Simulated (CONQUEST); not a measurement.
Worked example: relaxation of cell and atoms of Mo (Im-3m, 2 atoms in the cell; from Materials Project mp-129) in CONQUEST.

Level of theory: CONQUEST with LDA (PW92), numerical atomic orbitals double-zeta with polarisation (the shipped basis), PseudoDojo norm-conserving potentials made for LDA.

```xyz
2
Lattice="3.1676 0.0000 0.0000 0.0000 3.1676 0.0000 0.0000 0.0000 3.1676" Properties=species:S:1:pos:R:3 pbc="T T T"
Mo     0.0000     0.0000     0.0000
Mo     1.5838     1.5838     1.5838
```

Reference input (self-consistent single point, DFT, LDA (PW92), numerical atomic orbitals double-zeta with polarisation (the shipped basis), PseudoDojo norm-conserving potentials made for LDA): basis = DZP; Diag.MPMeshX, Y, Z = 5 5 5; potentials = PseudoDojo norm-conserving LDA; Grid.GridCutoff = 175 Ha; DM.SolutionMethod = diagon; Diag.SmearingType = 1; Diag.kT = 0.003675 Ha; Diag.GammaCentred = true; Diag.MPOrder = 0; minE.SCTolerance = 1.0e-06; SC.MaxIters = 100; SC.LinearMixingFactor = 0.5. This run's input differs from it in these lines:

```diff
@@ -13,3 +13,3 @@
 
-Grid.GridCutoff                175
+Grid.GridCutoff                245
 DM.SolutionMethod              diagon
@@ -29,4 +29,9 @@
 SC.KerkerFactor                0.1
-AtomMove.TypeOfRun             static
-AtomMove.FullStress            T
+AtomMove.TypeOfRun             cg
+AtomMove.NumSteps              40
+AtomMove.MaxForceTol           3.89e-04
+AtomMove.ReuseDM               T
+AtomMove.OptCell               T
+AtomMove.OptCellMethod         3
+AtomMove.StressTolerance       0.05
 # file: coords.dat
```

Output (repeated stretches shortened):

```
      PulayMixSC: Starting Pulay mixing, A_up =  0.500 A_dn =  0.500
      PulayMixSC: Spin non-polarised calculation.
      PulayMixSC: with Kerker preconditioning, q0 =  0.100
          Harris-Foulkes Energy            :      -140.768490440537988 Ha
          Free Energy (E-TS)               :      -140.769171230924400 Ha
      PulayMixSC: Pulay iteration     1 residual:              0.62105E-02
          Harris-Foulkes Energy            :      -140.710504107227223 Ha
          Free Energy (E-TS)               :      -140.712005806673716 Ha
      PulayMixSC: Pulay iteration     2 residual:              0.19622E-02
   [... lines left out ...]
          Free Energy (E-TS)               :      -140.708148116559556 Ha
      PulayMixSC: Pulay iteration     4 residual:              0.12565E-04
          Harris-Foulkes Energy            :      -140.706841405062960 Ha
          Free Energy (E-TS)               :      -140.708148088868256 Ha
      PulayMixSC: Pulay iteration     5 residual:              0.51237E-05
          Harris-Foulkes Energy            :      -140.706841522483330 Ha
          Free Energy (E-TS)               :      -140.708148320556916 Ha
      PulayMixSC: Pulay iteration     6 residual:              0.19170E-06
      PulayMixSC: Reached SCF tolerance of  0.19170E-06 after      6 iterations
      | Number of electrons      =        28.000033
      | GS Energy with kT -> 0   =      -140.707494921520123 Ha
      | Free Energy as E-TS      =      -140.708148320556916 Ha
      |* Harris-Foulkes energy   =      -140.706841522483330 Ha
      |* DFT total energy        =      -140.706841522450304 Ha

      force: Forces on atoms (Ha/a0)
      force:  Atom   X              Y              Z
      force:     1  -0.0000000000  -0.0000000000  -0.0000000000
      force:     2   0.0000000000   0.0000000000   0.0000000000

      force: Maximum force :        0.00000000(Ha/a0) on atom         2 in z direction
      force: Force Residual:        0.00000000 Ha/a0
      force: Total stress:         10.98266896    10.98266896    10.98266895 GPa
   [... lines left out ...]
      force: Average pressure:    -10.98266895 GPa
    GeomOpt - Iter:    0 MaxF:   0.00000000 Ha/a0 H:    -140.70684152 Ha MaxS:  10.98266896 GPa
WARNING:  Maximum force below threshold; consider only optimising cell
          Harris-Foulkes Energy            :      -140.708476561386504 Ha
          Harris-Foulkes Energy            :      -140.708379841271380 Ha
          Harris-Foulkes Energy            :      -140.708372037821135 Ha
          Harris-Foulkes Energy            :      -140.708372688709147 Ha
      |* Harris-Foulkes energy   =      -140.708372688709147 Ha
      |* DFT total energy        =      -140.708372688729611 Ha
          Harris-Foulkes Energy            :      -140.704832772579692 Ha
   [... lines left out ...]
    Maximum stress:              0.03902803 GPa
    Stress tolerance:            0.05000000 GPa
    Change in stress:            0.02414086 GPa
    Enthalpy change:            -0.00000014 Ha
    Enthalpy tolerance:          0.00001000 Ha

    GeomOpt converged in    6 iterations
    full_cg_run: Maximum stress below threshold:            0.03902803 GPa
    full_cg_run: Maximum force below threshold:             0.00000007 Ha/a0
```

The run converged. CONQUEST prints the stress tensor with tension positive. 

Summary of the result:
```
Quantity                                                               Result
------------------------------------  ---------------------------------------
Free energy E − TS                                              -3828.9072 eV
Fermi level (on the code's own zero)                                 -5.91 eV
Pressure                                                            -0.04 GPa
Final cell                            a = b = c = 3.124 Å, α = β = γ = 90.00°
Final volume per atom                                                15.25 Å³
Relaxation steps                                                            6
```

The program uses no crystal symmetry, so grid and mesh can part values that symmetry would make equal. The atom-centred basis is finite, which shifts total energies, pressures and forces against plane waves. The structure comes from a collection of computed structures, made at another level of theory; the collection holds predicted forms beside known ones. No clean gap shows at this smearing width and mesh (spacing up to 0.40 Å⁻¹); the mesh is coarse for partly filled bands, so the values carry mesh errors.

Cost on one core: very roughly 12 core-minutes.
